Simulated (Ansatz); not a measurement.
Ni₃N in space group P6_322 (No. 182; Ni on 6g, N on 2c) at seven volumes, PBEsol in the plane-wave PAW code Ansatz, shape and atoms relaxed at each. One row is withheld.

| V (Å³/atom) | P (GPa) |
|---|---|
| 8.629 | 27.82 |
| 8.914 | 16.80 |
| 9.198 | 7.62 |
| 9.483 | 0.00 |
| 9.767 | -6.28 |
| 10.052 | ? |
| 10.336 | -15.48 |

Q: Fit the shown pressures and predict the withheld one.

A: Third-order Birch–Murnaghan: P = (3/2)B₀(x^(7/2) − x^(5/2))[1 + (3/4)(B′ − 4)(x − 1)] with x = (V₀/V)^(2/3). Least squares on the six rows gives V₀ = 9.484 Å³/atom, B₀ = 228.1 GPa, B′ = 5.45. At V = 10.052, x = 0.9620 and P = -11.32 GPa. The run itself gave -11.35 GPa.

The first step of the workflow began from a Materials Project structure, measured or hypothetical; the Crystallography Open Database copy checked does not list it. Its standing as an ambient phase is unchecked. The PBEsol relaxation kept the symmetry of its start; whether a distortion lowers the energy is not shown. The run is not spin-polarised.

Potentials: the later of the program's two PAW sets.
